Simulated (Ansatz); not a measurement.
**Zr3HRh, first-principles data**

Zr$_{3}$HRh:
Space group Pm-3m (No. 221); a = b = c = 4.307 Å, α = β = γ = 90.00°

```csv
atom,site,symmetry,x,y,z
Rh,1a,m-3m,0.0000,0.0000,0.0000
Zr,3c,4/mm.m,0.0000,0.5000,0.5000
H,1b,m-3m,0.5000,0.5000,0.5000
```

Space group Pm-3m (No. 221); conventional cell a = b = c = 4.307 Å, α = β = γ = 90.00°.

Method: the program Ansatz at the PBEsol level (PAW). Geometry: relaxed at this level of theory. Other levels are named where they apply.

Cell and energy:

Volume per atom: 15.98 Å³
Density: 7.85 g/cm³
Formation energy from the elements (no fitted shifts): -0.31 eV/atom

Electronic structure:

Electronic character: metallic (no gap)
Density of states at the Fermi level: 1.1 states/eV per atom (mean over ±0.08 eV)
Gap with spin–orbit coupling: none (metallic)

Mechanics:

Bulk modulus (Birch–Murnaghan fit): 137 GPa
Pressure derivative B′: 3.9
Elastic constants (relaxed ions, GPa): C11 = 129, C12 = 140, C44 = -9.7
Mechanical stability: unstable (C has a negative eigenvalue)

Phonons:

* **Highest zone-centre frequency**: 1097 cm⁻¹
* **Zone-centre stability**: no imaginary mode at Γ

The start of the workflow was typed in or built on a structure type; neither database checked (COD, Materials Project) lists it. Its standing as an ambient phase is unchecked. Symmetry was held in the PBEsol relaxation. The run is not spin-polarised. As this level gives no gap, shear constants depend on the k-mesh and smearing (Fermi–Dirac, 0.1 eV here). As this level gives no gap, phonon frequencies hold no LO–TO term and depend on the k-mesh and smearing (Fermi–Dirac, 0.1 eV here). The references are the lowest solids computed at this level, not always the standard phases (solids in place of the gases). Spin–orbit coupling is left out wherever it is not named.

Potentials: the earlier of the program's two PAW sets. The files were generated under PBE; for other functionals the program regenerates the frozen cores, and for LDA and PBEsol the local potential too.
